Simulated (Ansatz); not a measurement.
A geometry of Sn away from equilibrium: step 4 of the relaxation of a relaxed Sn cell, doubled along one cell vector, shaken by Gaussian noise of σ = 0.08 Å a coordinate. The numbers are results of r2SCAN (plane waves to 500 eV, PAW, scalar-relativistic; Ansatz, a first-principles code), not measurements. Γ-centred k-mesh 11×11×2 on the run's cell (coarser than for final values), Fermi–Dirac smearing 0.05 eV.

```
CELL_PARAMETERS angstrom
      3.35302    -0.03661     0.01219
     -1.70822     2.87721     0.00967
      0.08309     0.12409    22.57015
ATOMIC_POSITIONS crystal
  Sn 0.09218 0.05346 0.00030
  Sn 0.06559 0.00490 0.49868
  Sn 0.09711 0.04554 0.25123
  Sn 0.12191 0.01371 0.75194
  Sn 0.24598 0.65850 0.12313
  Sn 0.18691 0.70738 0.62622
  Sn 0.58004 0.22881 0.37224
  Sn 0.64755 0.29973 0.87620
```

### Question
Which atoms carry the largest force, and which way does it point?

### Answer
0.21 eV/Å, on Sn3 (atoms numbered as listed); on Sn3 its components are (0.01, -0.02, -0.21).

### Question
What is the pressure?

### Answer
+0.6 GPa, compression positive.

### Question
How far above the relaxed end point is this geometry?

### Answer
0.10 eV/atom; the path ends in Cmmm (No. 65).

No spin polarisation in the result.

The end of the path is a generated cell of Sn: the first start was made by placing the elements on the sites of a structure type, and the end was not matched to a known phase here, so it may be hypothetical. Known forms of Sn include space group No. 141, 227.
